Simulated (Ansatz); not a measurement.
NbRu: frozen-core PAW against all-electron methods

```
Nb Ru
1.0
     3.18400    0.00000    0.00000
     0.00000    3.18400    0.00000
     0.00000    0.00000    3.18400
Nb Ru
1 1
Cartesian
  0.0000 0.0000 0.0000
  1.5920 1.5920 1.5920
```

Atoms are numbered in the order listed.

The cell comes from COD entry 1523398, which wasn't checked; take it as a given geometry.

Spin polarisation is left out, and whether a magnetic state lies lower isn't shown here.

Methods: DFT, PBEsol, PAW with Ansatz's default frozen-core files, scalar-relativistic (Ansatz 0.2.0); DFT, PBEsol, all-electron LAPW, scalar-relativistic (Ansatz 0.2.0).

For PAW: a Γ-centred 11×11×11 k mesh, Fermi–Dirac smearing of 0.03 eV, cutoff 420 eV, no spin polarisation; the PAW files were made with PBE, and the program remakes their frozen cores for this functional. LAPW targets a basis error of 0.25 meV/atom. The Ansatz runs share mesh, smearing and spin set-up. Plane-wave (PAW) pressures include the program's estimate of the Pulay term.

Stress and pressure are positive in compression.

Levels count from the Fermi level.

PAW results:

| quantity | PAW |
| --- | --- |
| pressure (GPa) | -9.92 |
| highest filled level at R (eV) | -0.188 |
| lowest empty level at R (eV) | 3.335 |
| highest filled level at Γ (eV) | -2.262 |
| lowest empty level at Γ (eV) | 0.818 |
| highest filled level at M (eV) | -0.264 |
| lowest empty level at M (eV) | 0.077 |

Task: What does full-potential LAPW give for the same quantities?

Result: 
```json
{"quantity": "pressure (GPa)", "LAPW": "-9.95"}
{"quantity": "highest filled level at R (eV)", "LAPW": "-0.187"}
{"quantity": "lowest empty level at R (eV)", "LAPW": "3.337"}
{"quantity": "highest filled level at Γ (eV)", "LAPW": "-2.262"}
{"quantity": "lowest empty level at Γ (eV)", "LAPW": "0.820"}
{"quantity": "highest filled level at M (eV)", "LAPW": "-0.264"}
{"quantity": "lowest empty level at M (eV)", "LAPW": "0.078"}
```
